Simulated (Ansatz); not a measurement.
CsI:
```yaml
crystal:
  lattice:
    - [4.50705, 0.00000, 0.00000]
    - [0.00000, 4.50705, 0.00000]
    - [0.00000, 0.00000, 4.50705]
  atoms:
    - { symbol: Cs, position: [0.00000, 0.00000, 0.00000] }
    - { symbol: I, position: [0.50000, 0.50000, 0.50000] }
```

Plane-wave PAW PBEsol (Ansatz code) gives a gap of 3.85 eV without spin–orbit coupling, maximum at M, minimum at Γ.

**Question.** What happens when spin–orbit coupling is switched on?

**Answer.** The gap decreases by 0.26 eV, to 3.59 eV; maximum at Γ, minimum at Γ.

**Question.** Give the electron effective mass with spin–orbit coupling.

**Answer.** 0.26 mₑ (isotropic).

**Question.** Give the hole effective mass with spin–orbit coupling, band 1 of 2 at the edge.

**Answer.** 3.5 along [100], 1.7 along [110], 1.3 along [111] (mₑ).

**Question.** Give the hole effective mass with spin–orbit coupling, band 2 of 2 at the edge.

**Answer.** 0.39 along [100], 0.45 along [110], 0.48 along [111] (mₑ).

Space group Pm-3m (CsCl type). Symmetry was held in the PBEsol relaxation.

Potentials: the later of the program's two PAW sets.
